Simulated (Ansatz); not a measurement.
LaTiO$_{3}$:
```
CELL_PARAMETERS angstrom
      3.93301     0.00000     0.00000
      0.00000     3.93301     0.00000
      0.00000     0.00000     3.93301
ATOMIC_POSITIONS crystal
  O  0.50000 0.50000 0.00000
  O  0.00000 0.50000 0.50000
  O  0.50000 0.00000 0.50000
  Ti 0.50000 0.50000 0.50000
  La 0.00000 0.00000 0.00000
```

Relaxed with r²SCAN. Special points in fractions of this cell's reciprocal vectors: Γ (0.000, 0.000, 0.000); X (0.000, 0.500, 0.000); M (0.500, 0.500, 0.000); R (0.500, 0.500, 0.500).

Q: List the band energies nearest the Fermi level at these points for r²SCAN in the plane-wave PAW code Ansatz.

A: In eV from the Fermi level; about four levels below and three above (degenerate sets whole), none deeper than 8.9 eV; points with the same levels are listed once.

| k | below | above |
|---|---|---|
| Γ | -0.81 -0.81 -0.81 -0.20 -0.20 | 1.07 1.27 1.27 1.27 |
| X | -6.22 -6.22 -4.71 -4.71 -0.60 | 0.79 0.92 0.92 |
| M | -5.57 -5.47 -5.47 -4.31 | 0.85 0.85 1.06 |
| R | -7.19 -7.19 -7.19 -4.26 -4.26 -4.26 | 0.89 0.89 0.89 |

Space group Pm-3m (cubic perovskite). The workflow started from an entry of the Crystallography Open Database (COD), which files this formula under 2 space groups. Whether it is the stable phase at ambient conditions was not checked. The cell was relaxed with r²SCAN under the symmetry of its start; its stability against distortions is not shown here. The run is not spin-polarised. Without spin polarisation and U, an open-shell compound can come out a false metal. Scalar-relativistic: spin–orbit coupling is off unless named, which matters more the heavier the elements.

Potentials: the later of the program's two PAW sets.
